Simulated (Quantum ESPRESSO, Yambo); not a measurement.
BeTe (zinc blende, space group F-43m, No. 216) under isotropic strain (on all lattice vectors), counted from the cell relaxed with PBEsol, atoms relaxed at each step. PBEsol (Quantum ESPRESSO, PseudoDojo norm-conserving, 88 Ry, no spin-orbit coupling); G0W0 in Yambo (4×4×4 Γ-centred k mesh, bands 2 to 104 and a 10 Ry block in the screening, 104 bands in G with the Bruneval-Gonze terminator, plasmon pole fitted at 27.2 eV).

```csv
strain s (%),PBEsol direct gap at Γ (eV),G0W0 direct gap at Γ (eV)
-3,3.529,5.172
-1.5,?,?
-0.7,3.599,5.240
0,3.617,5.261
+1,3.610,5.046
+2,3.404,4.836
```

**Question.** Fit a parabola in s to each column by least squares and predict the withheld row.

**Answer.** PBEsol: E = 3.618 − 0.0424 s − 0.0250 s² (largest residual 59 meV), giving 3.626 eV at s = -1.5; the run gave 3.577 eV, a miss of 49 meV. G0W0: E = 5.215 − 0.1086 s − 0.0413 s² (largest residual 46 meV), giving 5.285 eV at s = -1.5; the run gave 5.223 eV, a miss of 62 meV. A residual of tens of meV means that one parabola doesn't describe the column; a crossing of bands or a step in the basis can do that. The GW settings are held fixed; their convergence isn't established. The screening block changes size along the series (169 vectors at -3 %, 181 vectors at -1.5 %, 181 vectors at -0.7 %, 181 vectors at +0 %, 181 vectors at +1 %, 181 vectors at +2 %), which puts steps into the G0W0 values. Without spin-orbit coupling, band edges of such heavy elements can be off by tenths of an eV.

The standard potential for Te keeps a d shell in the valence without the s and p states of that shell. In tests on such compounds this moved G0W0 gaps by up to about 0.9 eV, so absolute quasiparticle energies here are unreliable; differences between settings are what counts.
